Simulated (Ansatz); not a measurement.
AlN:
```
CELL_PARAMETERS angstrom
      0.00000     2.01881     2.01881
      2.01881     0.00000     2.01881
      2.01881     2.01881     0.00000
ATOMIC_POSITIONS crystal
  Al 0.00000 0.00000 0.00000
  N  0.50000 0.50000 0.50000
```

Relaxed with r²SCAN. Special points in fractions of this cell's reciprocal vectors: Γ (0.000, 0.000, 0.000); X (0.500, 0.000, 0.500); U (0.625, 0.250, 0.625); K (0.375, 0.375, 0.750); L (0.500, 0.500, 0.500); W (0.500, 0.250, 0.750).

Problem. List the band energies nearest the valence-band maximum at these points for plane-wave PAW r²SCAN (Ansatz code).

Solution. In eV from the valence-band maximum; about four levels below and three above (degenerate sets whole), none deeper than 8.9 eV; … stands for higher levels left out; points with the same levels are listed once.

```csv
k,below,above
Γ,0.00 0.00 0.00,6.53 …
X,-7.57 -2.90 -2.90,5.52 6.01 15.43
U,-6.68 -5.55 -2.39,6.74 10.19 14.01
L,-8.46 -1.15 -1.15,6.94 11.97 11.97
W,-5.84 -5.84 -3.95,9.09 11.70 11.70
```

Space group Fm-3m (rock salt). This is a known high-pressure phase of the composition, computed here at zero pressure and temperature. Symmetry was held in the r²SCAN relaxation; whether a distortion lowers the energy is not shown. The volume moved by -17 % from the start of the relaxation.

Potentials: the later of the program's two PAW sets.
